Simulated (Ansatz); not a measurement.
BP:
```yaml
crystal:
  lattice:
    - [3.18031, 0.00000, 0.00000]
    - [-1.59015, 2.75423, 0.00000]
    - [0.00000, 0.00000, 7.87132]
  atoms:
    - { symbol: B, position: [0.33333, 0.66667, 0.25000] }
    - { symbol: P, position: [0.66667, 0.33333, 0.25000] }
    - { symbol: P, position: [0.33333, 0.66667, 0.75000] }
    - { symbol: B, position: [0.66667, 0.33333, 0.75000] }
```

Relaxed with LDA. Special points in fractions of this cell's reciprocal vectors: Γ (0.000, 0.000, 0.000); M (0.500, 0.000, 0.000); K (0.333, 0.333, 0.000); A (0.000, 0.000, 0.500); L (0.500, 0.000, 0.500); H (0.333, 0.333, 0.500).

Problem. List the band energies nearest the valence-band maximum at these points for LDA (plane waves, PAW; program Ansatz).

Solution. In eV from the valence-band maximum; about four levels below and three above (degenerate sets whole), none deeper than 8.9 eV; points with the same levels are listed once.

```tsv
k	below	above
Γ	-1.75 -1.75 -1.69 -1.69	3.16 4.56 4.56
M	-3.80 -3.71 -1.88 -0.46	0.55 2.21 2.66
K	-6.59 -6.43 -0.46 -0.46	1.18 1.18 4.89
A	-1.72 -1.72 -1.72 -1.72	4.62 4.62 4.62 4.62
L	-3.76 -3.76 -1.22 -1.22	1.22 1.22 2.81 2.81
H	-6.51 -6.51 -0.09 -0.09	0.66 0.66 5.84 5.84
```

Space group P6_3/mmc. The start of the workflow was typed in or built on a structure type; neither database checked (COD, Materials Project) lists it. It is not the phase usual at ambient conditions (space group No. 216). The LDA relaxation kept the symmetry of its start; of distortions, only those at the zone centre were tested, and some modes there are weakly imaginary. A crystal of weakly bound layers computed without a dispersion correction: the cell and the soft elastic constants depend strongly on that.

Potentials: the earlier of the program's two PAW sets.
